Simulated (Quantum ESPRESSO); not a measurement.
Nb2W3Ga2Sc, different elements on one site, starting from this cell

A calculation, not a measurement. The program is pw.x of Quantum ESPRESSO 7.5 (plane-wave density functional theory). The cell is made up: eight metal atoms on a face-centred cubic lattice, with elements, volume, strain and displacements drawn at random and not relaxed, so it may be unstable or far from any real phase. PseudoDojo standard norm-conserving files set the functional (PBE unless stated); there is no spin polarisation or spin-orbit coupling, the Fermi-Dirac width of 0.25 eV means electrons at about 2900 K, and the masses in the input are unused placeholders. Heavy elements are run without spin-orbit coupling, which real alloys of them have. A spin test at this wide smearing found no moment, but such smearing suppresses magnetism that the real alloy may have.

The runs put different elements on site 7. Cell, positions, cutoff, mesh and smearing stay as in the input of run 1; sites are counted in its order. Stress in the tables is positive in tension.

Input of run 1:

```
&control calculation='scf', pseudo_dir='./dojo.nc.sr.pbe.v0_5.standard.upf', outdir='./o', disk_io='minimal', tprnfor=.true., tstress=.true. /
&system ibrav=0, nat=8, ntyp=4, nbnd=69, ecutwfc=84.00895049, nosym=.true., tot_charge=0,
 occupations='smearing', smearing='fd', degauss=0.0183746611
/
&electrons conv_thr=1.470e-08, electron_maxstep=70, mixing_beta=0.5 /
ATOMIC_SPECIES
Ga 1.0 Ga.upf
Nb 1.0 Nb.upf
Sc 1.0 Sc.upf
W 1.0 W.upf
CELL_PARAMETERS angstrom
0.0091 4.3018 0.0156
-4.2473 -0.0247 -4.3122
-4.1869 0.0064 4.2518
ATOMIC_POSITIONS angstrom
Nb -0.103 -0.1063 -0.0602
W -2.1194 -0.0446 2.1499
Ga -2.2005 0.0022 -2.148
W -4.1817 0.1309 -0.0961
W -2.1578 2.1023 0.028
Nb -4.1945 2.2007 2.0413
Sc -4.2796 2.2331 -2.1514
Ga -6.1734 2.1197 0.0295
K_POINTS automatic
6 4 4 1 1 1
```

```
run  elements on sites 1 to 8  -TS (eV)  pressure (GPa)  stress xx (GPa)  stress yy (GPa)  stress zz (GPa)  stress yz (GPa)  stress xz (GPa)  stress xy (GPa)  iterations
  1      Nb W Ga W W Nb Sc Ga    -1.671          -15.26            17.08            14.84            13.87             0.48            -0.78             1.24          18
  2      Nb W Ga W W Nb Ru Ga    -1.753          -23.37            24.39            24.50            21.22            -0.48            -0.70             0.68          17
  3      Nb W Ga W W Nb Ag Ga    -1.550          -18.34            19.89            18.32            16.81             0.95            -1.03             1.48          17
  4      Nb W Ga W W Nb Pd Ga    -1.609          -21.10            22.63            21.64            19.04             0.46            -1.23             1.25          19
  5      Nb W Ga W W Nb Al Ga    -1.527          -19.63            20.05            19.91            18.93             0.32             0.62             1.39          16
```

Forces Fx Fy Fz (eV/Å):

| site | run 1 | run 2 | run 3 | run 4 | run 5 |
| --- | --- | --- | --- | --- | --- |
| 1 | 0.10 0.75 -0.08 | 0.23 0.31 0.71 | -0.01 0.58 0.23 | 0.04 0.44 0.37 | 0.17 0.48 0.60 |
| 2 | -0.32 0.59 -0.12 | 0.59 0.08 -0.21 | -0.22 0.41 -0.46 | 0.13 0.24 -0.41 | 0.17 0.45 -0.24 |
| 3 | 0.42 0.04 0.37 | -0.09 -0.10 0.42 | 0.30 -0.04 0.47 | 0.05 -0.08 0.46 | 0.44 -0.06 0.36 |
| 4 | 0.08 -0.34 0.70 | 0.27 -0.22 0.05 | 0.21 -0.29 0.58 | 0.29 -0.28 0.45 | 0.12 -0.15 -0.10 |
| 5 | -0.14 -0.13 -0.26 | -0.54 -0.06 -0.18 | -0.35 -0.13 0.09 | -0.48 -0.10 0.05 | -0.29 -0.16 -0.09 |
| 6 | 0.22 -0.42 0.17 | 0.20 -0.33 0.02 | 0.34 -0.31 0.21 | 0.32 -0.29 0.13 | 0.32 -0.37 0.17 |
| 7 | 0.36 -0.65 0.01 | -0.11 0.19 0.16 | 0.18 -0.34 -0.16 | 0.09 -0.06 -0.03 | -0.33 -0.34 0.18 |
| 8 | -0.71 0.15 -0.81 | -0.55 0.14 -0.96 | -0.46 0.11 -0.95 | -0.44 0.12 -1.01 | -0.60 0.15 -0.89 |

Energies are left out, as each element's file has its own zero. A rerun of one cell of this series at a higher cutoff and on a denser mesh moved values by no more than 0.003 eV in energy, 0.04 GPa in stress and 0.006 eV/Å in force, and a second program with other atomic files agreed on that cell to 2 % rms in force and 0.5 GPa in pressure.